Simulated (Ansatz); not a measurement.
TiN (rock salt)

```
CELL_PARAMETERS angstrom
      0.00000     2.12337     2.12337
      2.12337     0.00000     2.12337
      2.12337     2.12337     0.00000
ATOMIC_POSITIONS crystal
  N  0.00000 0.00000 0.00000
  Ti 0.50000 0.50000 0.50000
```

The slice is a {110} plane (indices of the conventional cell) through the point (0.000, 0.000, 0.000) (fractional), spanned by u = [100] and v = [1 -1 -1] in vectors of this cell: u (3.00 Å) and v (4.25 Å, at 90° to u). It covers one period; positions are fractions (u, v).

All values below come from PBE (plane waves to 420 eV, PAW, scalar-relativistic; Ansatz, an electronic-structure program). k mesh 19×19×19. These are valence fields of a PAW run, semicore shells included where kept as valence: close to a nucleus they are smooth pseudo fields. The PAW data are Ansatz's earlier set. TiN is run without spin polarisation. TiN was relaxed with its symmetry unable to fall.

Three fields on this plane, each scaled to ten steps between its own extremes (0 low, 9 high; the total valence density on a logarithmic scale, the potential cut 8 eV below its top; x marks points blanked near nuclei; v = 0 in the bottom row):

Map A
```
|xxxxxx964323469xxxxx|
|xxxxxx854222458xxxxx|
|xxxxxx753212357xxxxx|
|xxxxx85421112458xxxx|
|xxxx8642100012468xxx|
|99876431000001346789|
|88765321000001235678|
|99875321000001235789|
|xxxx7421000001247xxx|
|xxxxx74211111247xxxx|
|xxxxxx632111235xxxxx|
|xxxxxx742222247xxxxx|
|xxxxxx853222358xxxxx|
|xxxxxx953222359xxxxx|
|xxxxxx853222358xxxxx|
|xxxxxx742222247xxxxx|
|xxxxxx532111236xxxxx|
|xxxxx74211111247xxxx|
|xxxx7421000001247xxx|
|99875321000001235789|
|88765321000001235678|
|99876431000001346789|
|xxxx8642100012468xxx|
|xxxxx85421112458xxxx|
|xxxxxx753212357xxxxx|
|xxxxxx854222458xxxxx|
|xxxxxx964323469xxxxx|
|xxxxxx964323469xxxxx|
```

Map B
```
|xxxxxx963111369xxxxx|
|xxxxxx963111369xxxxx|
|xxxxxx853111358xxxxx|
|xxxxx97421112479xxxx|
|xxxx8753111113578xxx|
|66665432110112345666|
|11111111100011111111|
|11000000000000000001|
|xxxx0000001000000xxx|
|xxxxx10000100001xxxx|
|xxxxxx000111000xxxxx|
|xxxxxx100111001xxxxx|
|xxxxxx100111001xxxxx|
|xxxxxx200111002xxxxx|
|xxxxxx100111001xxxxx|
|xxxxxx100111001xxxxx|
|xxxxxx000111000xxxxx|
|xxxxx10000100001xxxx|
|xxxx0000001000000xxx|
|11000000000000000001|
|11111111100011111111|
|66665432110112345666|
|xxxx8753111113578xxx|
|xxxxx97421112479xxxx|
|xxxxxx853111358xxxxx|
|xxxxxx963111369xxxxx|
|xxxxxx963111369xxxxx|
|xxxxxx973111379xxxxx|
```

Map C
```
|xxxxxx788878887xxxxx|
|xxxxxx888888887xxxxx|
|xxxxxx899888998xxxxx|
|xxxxx89999999998xxxx|
|xxxx7899999999987xxx|
|33457899999999987543|
|00135688999998865310|
|00001467999997641000|
|xxxx0046899986400xxx|
|xxxxx00478987400xxxx|
|xxxxxx036888630xxxxx|
|xxxxxx015787510xxxxx|
|xxxxxx004777400xxxxx|
|xxxxxx004777400xxxxx|
|xxxxxx004777400xxxxx|
|xxxxxx015787510xxxxx|
|xxxxxx036888630xxxxx|
|xxxxx00478987400xxxx|
|xxxx0046899986400xxx|
|00001467999997641000|
|00135688999998865310|
|33457899999999987543|
|xxxx7899999999987xxx|
|xxxxx89999999998xxxx|
|xxxxxx899888998xxxxx|
|xxxxxx788888888xxxxx|
|xxxxxx788878887xxxxx|
|xxxxxx778777877xxxxx|
```

### Question
Assign the maps to these fields: electron localisation function (ELF); valence electron density; electrostatic potential energy of an electron, from the cell's mean.

### Answer
A is the valence electron density; B is the electron localisation function (ELF); C is the electrostatic potential energy of an electron, from the cell's mean.
